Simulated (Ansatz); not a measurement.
The current through a thin insulator falls as exp(−2kd), with k the slowest decay constant of states in the gap.

The reference row is sapphire. The Fermi level is put at mid-gap. Of the planes computed for each crystal, the one with the slowest decay is listed. Wanted: the thickness for 8 decades of attenuation, and how many decades a 1.0 nm film gains over the reference.

Computed with Ansatz, a plane-wave PAW program, with an older set of its potentials. plane, in the cell as filed, gap, decay constant k, slowest state: r²SCAN, complex band structure, on cells taken as filed or relaxed beforehand.

Whether these are the forms stable at ambient conditions was not checked: CaC2 (P-1, aP6); KB3H3 (Fm-3m, cF56). Cells under pressure at the level used (negative: too large): sapphire −7 GPa. Spin–orbit coupling is left out unless named.

Working rules: decades per nm = 2k × 10 Å/ln 10 = 8.686 k; thickness = 8/(decades per nm); extra decades of a 1.0 nm film = 1.0 × (row − reference).

| crystal | plane, in the cell as filed | gap on the mesh (eV) | k at mid-gap (1/Å) | planes computed | slowest state | decades per nm | thickness (nm) | decades beyond the reference |
|---|---|---|---|---|---|---|---|---|
| CaC2 (P-1, aP6) | (100) | 2.68 | 0.330 | 4 | off Γ | ___ | ___ | ___ |
| sapphire (α-Al2O3), reference | (100) | 6.76 | 0.394 | 1 | at Γ | 3.422 | 2.34 | 0.0 |
| 2H-SiC | (100) | 2.65 | 0.258 | 1 | off Γ | ___ | ___ | ___ |
| KB3H3 (Fm-3m, cF56) | (110) | 5.33 | 0.476 | 3 | at Γ | ___ | ___ | ___ |

Q: Some entries are withheld; supply them.

A: 
- CaC2 (P-1, aP6): decades per nm: 8.686 × 0.330 = 2.866; thickness: 8/2.866 = 2.79 nm; decades beyond the reference: 1.0 × (2.866 − 3.422) = −0.6.
- KB3H3 (Fm-3m, cF56): decades per nm: 8.686 × 0.476 = 4.135; thickness: 8/4.135 = 1.93 nm; decades beyond the reference: 1.0 × (4.135 − 3.422) = 0.7.
- 2H-SiC: decades per nm: 8.686 × 0.258 = 2.241; thickness: 8/2.241 = 3.57 nm; decades beyond the reference: 1.0 × (2.241 − 3.422) = −1.2.

Ranking by decades per nm, highest first: KB3H3 (Fm-3m, cF56) (4.135 ± 0.25), sapphire (3.422 ± 0.21), CaC2 (P-1, aP6) (2.866 ± 0.17), 2H-SiC (2.241 ± 0.13). The ± follows from allowances picked for this note (decay constant k 6 %), carried to first order and added in quadrature; ≈ joins neighbours closer than their two ± added in quadrature. On this figure 1 of 3 candidates do clearly better than the reference.

The gaps are the functional's own, as a rule smaller than measured ones, and k shrinks with them; planes not computed could decay more slowly; interface matching and symmetry filtering by the electrodes are not included. Where several phases of a formula are at hand, those over 0.1 eV/atom above the lowest were not drawn (by r²SCAN where it compared them, else by the largest value; a layered or molecular lowest phase counts only with a dispersion term); other phases could lie lower still. Crystals of Pb, Bi, Tl or Hg, those whose gap spin–orbit coupling moves by over 0.3 eV, and those of Te, I or Sb with no such test at hand were not drawn. Rows were sampled with a lean to familiar crystals, related or not, whatever their agreement with measurement; tables with many equal figures were not kept. Limits of the draw: gap over 1 eV, no layered crystals, primitive or conventional cells alone; no unfamiliar magnets, and cubic perovskites only if shown or known to be stable. As a rule kept out of such tables: 4f compounds, open-shell compounds run without a Hubbard term, cells found unstable in the tests at hand, cells close to a higher symmetry, and runs set to a pressure or over 12 % in volume from the crystal's fullest run.
